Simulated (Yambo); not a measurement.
Yambo run on K$_{3}$CoF$_{6}$ (space group Fm-3m, No. 225). The wavefunctions come from this Quantum ESPRESSO step (LDA, PseudoDojo standard norm-conserving files, scalar-relativistic):

```
&CONTROL
  calculation = 'nscf'
  pseudo_dir = './pseudo'
  outdir = './out'
/
&SYSTEM
  ibrav = 0
  nat = 10
  ntyp = 3
  ecutwfc = 96.0
  ecutrho = 384.0
  occupations = 'fixed'
  force_symmorphic = .true.
  nbnd = 305
/
&ELECTRONS
  conv_thr = 1e-08
  diago_full_acc = .true.
  diago_thr_init = 1e-08
/
ATOMIC_SPECIES
F 18.9984 F.upf
K 39.0983 K.upf
Co 58.9332 Co.upf
CELL_PARAMETERS angstrom
  0.000000000000   4.276665000000   4.276665000000
  4.276665000000   0.000000000000   4.276665000000
  4.276665000000   4.276665000000   0.000000000000
ATOMIC_POSITIONS crystal
F   0.785010000000   0.214990000000   0.214990000000
F   0.214990000000   0.785010000000   0.785010000000
F   0.214990000000   0.785010000000   0.214990000000
F   0.785010000000   0.214990000000   0.785010000000
F   0.214990000000   0.214990000000   0.785010000000
F   0.785010000000   0.785010000000   0.214990000000
K   0.250000000000   0.250000000000   0.250000000000
K   0.750000000000   0.750000000000   0.750000000000
K   0.500000000000   0.500000000000   0.500000000000
Co   0.000000000000   0.000000000000   0.000000000000
K_POINTS automatic
2 2 2 0 0 0
```

Yambo input:

```
rim_cut
gw0
dyson
el_el_corr
HF_and_locXC
ppa
em1d
RandQpts= 1000000
RandGvec= 1 Ry
EXXRLvcs= 96 Ry
VXCRLvcs= 384 Ry
Chimod= "HARTREE"
% BndsRnXp
 5 | 303 |
%
NGsBlkXp= 8 Ry
% LongDrXp
 1.0 | 1.0 | 1.0 |
%
PPAPntXp= 27.2114 eV
% GbndRnge
 1 | 303 |
%
GTermKind= "BG"
DysSolver= "n"
ExtendOut
% QPkrange
 1 | 1 | 43 | 44 |
 3 | 3 | 43 | 44 |
%
```

k points by index: 1 = Γ, 3 = X.

Resulting energies as the program prints them:

```
#    K-point    Band    Eo [eV]    E [eV]    E-Eo [eV]    Vxc [eV]    Vnlxc [eV]    Sc|Eo [eV]    Sc|E [eV]    dSc/dw|Eo [eV]    Re(Z)    Im(Z)
#
    1    43    -0.118195    -1.474853    -1.356658    -28.69206    -37.28340    6.783920    7.234682    -9.039658    0.750633    -0.001744
    1    44    1.282764    3.693949    2.411185    -28.66733    -21.02560    -4.480282    -5.230542    -8.466447    0.762694    -0.001595
    3    43    0.000000    -1.370854    -1.370854    -29.08569    -37.73257    6.822089    7.276025    -9.008982    0.751269    -0.001803
    3    44    1.177514    3.562208    2.384694    -28.18029    -20.53366    -4.531897    -5.261934    -8.329742    0.765628    -0.001610
```
(The two width columns are left out.) Convergence of these settings isn't established.

Geometry of the Materials Project entry, not relaxed at this level.

The structure is a Materials Project entry; no match was found in the copy of COD used, and its stability was not checked.

The runs are not spin-polarised; magnetic order was not tried.
